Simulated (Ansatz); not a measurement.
**Collinear states of MoSe**

Method: DFT PBEsol, scalar-relativistic, plane waves, PAW in Ansatz.

```
CELL_PARAMETERS angstrom
0.00000 2.57485 2.57485
2.57485 0.00000 2.57485
2.57485 2.57485 0.00000
ATOMIC_POSITIONS crystal
Mo 0.00000 0.00000 0.00000
Se 0.50000 0.50000 0.50000
```

```json
{
  "plane-wave cutoff": "420 eV",
  "Γ-centred k-mesh": "14×14×14",
  "occupation rule": "Gaussian smearing, 0.1 eV",
  "list of starting moments (μB, in atom order)": "3.5 0",
  "check for lower electronic states after the SCF": "off"
}
```

Each order was relaxed in cell and atoms. A propagation vector, in units of the reciprocal vectors, doubles the cell, which takes an equally dense mesh. Site moments are spin moments in atom-centred spheres that scale with the neighbour distance. The states are those that the runs reached from these starts; a lower one can exist.

```tsv
start	ends	energy above lowest (meV/atom)	site moments (μB)	gap on mesh (eV)	volume (Å³/atom)
no spin	non-magnetic	10.4	none over 0.05	metal	17.07
large parallel starting moments	non-magnetic	10.4	none over 0.05	metal	17.07
antiferromagnetic, doubled cell, propagation vector (0, 1/2, 1/2)	antiferromagnetic	0.00	Mo +1.44, Mo -1.44	metal	17.75
```

Cost: 3 runs of about 3.6 core-minutes in all, on Oxide Virtual Turin-like Processor (Zen 5) (shared hosts).